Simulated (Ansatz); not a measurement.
## Relaxing a structure of Pd

The start is a generated trial cell of Pd in the bcc structure type. The cell and all atomic positions are relaxed at zero pressure with PBEsol (plane waves to 420 eV, PAW, scalar-relativistic; Ansatz, a quantum-chemistry and plane-wave program). First-step values are on the input's coarse k-mesh.

Ansatz input (later rounds restart from its end on a renewed k-mesh):
Ansatz 0.2 input:
```yaml
crystal:
  lattice:
    - [-1.543748, 1.543748, 1.543748]
    - [1.543748, -1.543748, 1.543748]
    - [1.543748, 1.543748, -1.543748]
  atoms:
    - { symbol: Pd, position: [0, 0, 0] }
basis: { ecutwfc: 420, ecutrho_ratio: 4, xc_grid: 2, fft_grid_basis: typed }
kpoints: { mp_grid: { grid: [15, 15, 15] } }
hamiltonian:
  xc: pbesol
  dispersion: none
  pseudopotentials: { kind: paw }
scf: { occupations: { method: fermi_dirac, width: 0.05 } }
relax: { f_tol: 0.01, max_steps: 100, cell: { stress_tol: 0.02 } }
output: { forces: true, stress: true }
```

Task: By how much does the energy per atom fall from start to end?

Result: Under 0.01 eV/atom.

Task: How do the shortest distances between atoms change?

Result: The closest pairs of elements (up to four, under 3.6 Å), start → end: Pd–Pd 2.67 → 2.67 Å.

Task: Is the relaxed structure metallic? Give its gap.

Result: Zero (metallic).

Task: Give the final cell and atomic positions.

Result: 
Space group Im-3m (No. 229); a = b = c = 3.0842 Å, α = β = γ = 90.00°

| atom | site | symmetry | x | y | z |
|---|---|---|---|---|---|
| Pd | 2a | m-3m | 0.0000 | 0.0000 | 0.0000 |
(The calculation used a cell of 1 atom; values per cell refer to that cell.)

The space group stays Im-3m (No. 229) (the run could not lower it); the end is bcc (W type), with 1 atom in the primitive cell. Final values are on a 21×21×21 k-mesh of the relaxed cell. No spin polarisation in the result.

The run could not lower the symmetry of its start; a shaken copy of this end point relaxes with PBEsol to Fm-3m (No. 225), 0.06 eV/atom lower.

The relaxed structure here is a generated cell of Pd: the first start was made by placing the elements on the sites of a structure type, and the end was not matched to a known phase here, so it may be hypothetical. Known forms of Pd include space group No. 225.
